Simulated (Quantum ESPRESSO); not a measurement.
## ZnCa2MgO4 (a curve over one atom's position)

Computed values, not a measurement. The program is pw.x of Quantum ESPRESSO 7.5 (plane-wave density functional theory). The cell is made up: 8 atoms on a rocksalt lattice, with randomly drawn elements, strain and displacements, not relaxed. PseudoDojo standard norm-conserving files (v0.5 for PBE, v0.4.1 for LDA and PBEsol) set the functional; there is no spin polarisation, spin-orbit coupling or dispersion term, and the masses in the input are unused placeholders.

Seven runs move atom 8 (O, counted in the order of the input) along y and keep all else fixed.

Input of the run at -0.0365:

```
&control calculation='scf', pseudo_dir='./dojo.nc.sr.pbe.v0_5.standard.upf', outdir='./o', disk_io='medium', tprnfor=.true., tstress=.true. /
&system ibrav=0, nat=8, ntyp=4, nbnd=43, ecutwfc=84.00895049, nosym=.true., tot_charge=0,
 occupations='smearing', smearing='fd', degauss=0.0018374661
/
&electrons conv_thr=7.350e-09, electron_maxstep=60, /
ATOMIC_SPECIES
Ca 1.0 Ca.upf
Mg 1.0 Mg.upf
O 1.0 O.upf
Zn 1.0 Zn.upf
CELL_PARAMETERS angstrom
4.5129 0.0332 -0.0573
0.0332 4.4136 0.0331
-0.0573 0.0331 4.4416
ATOMIC_POSITIONS angstrom
Zn -0.0261 -0.0102 0.0274
Ca 0.0268 2.2588 2.2356
Mg 2.282 0.0272 2.2901
Ca 2.2552 2.1585 0.021
O 2.2301 0.0598 0.0082
O 2.2168 2.2597 2.2055
O 4.5121 0.0161 2.1755
O 4.5702 2.1502 -0.0899
K_POINTS automatic
4 4 4 1 1 1
```

| shift of atom 8 along y (Å) | free energy less that of the input shown (eV) | Fx on atom 8 (eV/Å) | Fy on atom 8 (eV/Å) | Fz on atom 8 (eV/Å) | pressure (GPa) | iterations |
| --- | --- | --- | --- | --- | --- | --- |
| -0.1085 | 0.0266 | -0.675 | 0.511 | 0.583 | 15.27 | 12 |
| -0.0365 | 0.0000 | -0.685 | 0.244 | 0.605 | 15.06 | 12 |
| +0.0664 | -0.0108 | -0.681 | -0.027 | 0.620 | 14.99 | 12 |
| +0.0960 | -0.0089 | -0.676 | -0.103 | 0.621 | 15.01 | 12 |
| +0.1128 | -0.0068 | -0.673 | -0.149 | 0.620 | 15.04 | 12 |
| +0.1276 | -0.0042 | -0.669 | -0.193 | 0.619 | 15.06 | 12 |

Question: one run is left out of the table, at -0.0800. Estimate its Fy on atom 8 (eV/Å).

Answer: 0.393. The whole row:

| shift of atom 8 along y (Å) | free energy less that of the input shown (eV) | Fx on atom 8 (eV/Å) | Fy on atom 8 (eV/Å) | Fz on atom 8 (eV/Å) | pressure (GPa) | iterations |
| --- | --- | --- | --- | --- | --- | --- |
| -0.0800 | 0.0138 | -0.680 | 0.393 | 0.593 | 15.17 | 12 |

A cubic fit gives dFy/dy = -2.66 eV/Å² at zero shift. Across the table the free energy follows the integral of the force to within 0.2 meV. A rerun of one of the cells at 1437 eV and a 6 x 6 x 6 mesh moved values by no more than 0.002 eV in energy, 0.05 GPa in stress and 0.003 eV/Å in force.